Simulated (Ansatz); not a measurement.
Here is the system:

Relaxed BaHI (space group P4/nmm):

```
CELL_PARAMETERS angstrom
      9.24241     0.00000     0.00000
      0.00000     4.62120     0.00000
      0.00000     0.00000     7.39323
ATOMIC_POSITIONS crystal
  Ba 0.25000 0.00000 0.82632
  Ba 0.75000 0.00000 0.82632
  Ba 0.00000 0.50000 0.17368
  Ba 0.50000 0.50000 0.17368
  H  0.25000 0.50000 0.00000
  H  0.75000 0.50000 0.00000
  H  0.00000 0.00000 0.00000
  H  0.50000 0.00000 0.00000
  I  0.00000 0.50000 0.66062
  I  0.50000 0.50000 0.66062
  I  0.25000 0.00000 0.33938
  I  0.75000 0.00000 0.33938
```

A phonon eigenvector at X = (0.5, 0.0, 0.0) is frozen into this cell: atom i moves by Q times the vector below, so Q is the largest atomic displacement, in Å. The cell is held. It is one choice among 2 degenerate patterns. (q is in reciprocal vectors of the primitive cell; the cell shown is doubled to hold the pattern.)

```json
[
 {"atom": "Ba1", "x": "0.000", "y": "0.343", "z": "0.000"},
 {"atom": "Ba2", "x": "0.000", "y": "-0.343", "z": "0.000"},
 {"atom": "Ba3", "x": "0.000", "y": "-1.000", "z": "0.000"},
 {"atom": "Ba4", "x": "0.000", "y": "1.000", "z": "0.000"},
 {"atom": "H5", "x": "0.000", "y": "0.189", "z": "0.000"},
 {"atom": "H6", "x": "0.000", "y": "-0.189", "z": "0.000"},
 {"atom": "H7", "x": "0.000", "y": "-0.551", "z": "0.000"},
 {"atom": "H8", "x": "0.000", "y": "0.551", "z": "0.000"},
 {"atom": "I9", "x": "0.000", "y": "0.504", "z": "0.000"},
 {"atom": "I10", "x": "0.000", "y": "-0.504", "z": "0.000"},
 {"atom": "I11", "x": "0.000", "y": "-0.173", "z": "0.000"},
 {"atom": "I12", "x": "0.000", "y": "0.173", "z": "0.000"}
]
```

Method: LDA (plane waves to 420 eV, PAW, scalar-relativistic; Ansatz, a quantum-chemistry and plane-wave program). k mesh 4×7×5 (Γ-centred), Fermi-Dirac smearing 0.05 eV. The energy includes the smearing's −TS. BaHI was relaxed with its symmetry unable to fall. Spin-orbit coupling is left out, though I is heavy. The zero of ΔE is the undisplaced structure.

The scan covers Q from -0.280 to 0.280 Å in 13 points.

**Question.** Which space group does the distorted structure have?

**Answer.** Pc (No. 7), lowered from P4/nmm.

**Question.** Is this a single well or a double well?

**Answer.** A single well with its minimum at or next to zero displacement.

**Question.** What is the energy change at Q = 0.280 Å?

**Answer.** 387 meV/cell.

**Question.** What harmonic wavenumber does the curvature at Q = 0 give?

**Answer.** 84 cm⁻¹.

(A displaced cell: forces are minus the slopes of the energy, force constants its curvatures, and phonons follow from these.)
